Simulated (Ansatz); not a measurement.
Nb:
Space group P6₃/mmc (No. 194); a = b = 2.859 Å, c = 5.244 Å, α = β = 90.00°, γ = 120.00°

```
atom  site  symmetry       x       y       z
----  ----  --------  ------  ------  ------
Nb      2c      -6m2  0.3333  0.6667  0.2500
```

This is the r²SCAN-relaxed structure.

Q: All from DFT-r²SCAN in the program Ansatz with PAW potentials, unless another level is named. Give the density of states at the Fermi level.

A: 1.4 states/eV per atom (mean over ±0.08 eV).

Q: Give the gap with spin–orbit coupling.

A: none (metallic).

Space group P6_3/mmc (hcp (Mg type)). The start of the workflow was typed in or built on a structure type; the Crystallography Open Database copy checked does not list it. It is not the phase usual at ambient conditions (space group No. 229). The cell was relaxed with r²SCAN under the symmetry of its start; its stability against distortions is not shown here. The run is not spin-polarised. Axis ratios of metals converge slowly with the k-mesh, so a and c are less sure than the volume. Scalar-relativistic: spin–orbit coupling is off unless named, which matters more the heavier the elements.

Potentials: the earlier of the program's two PAW sets.
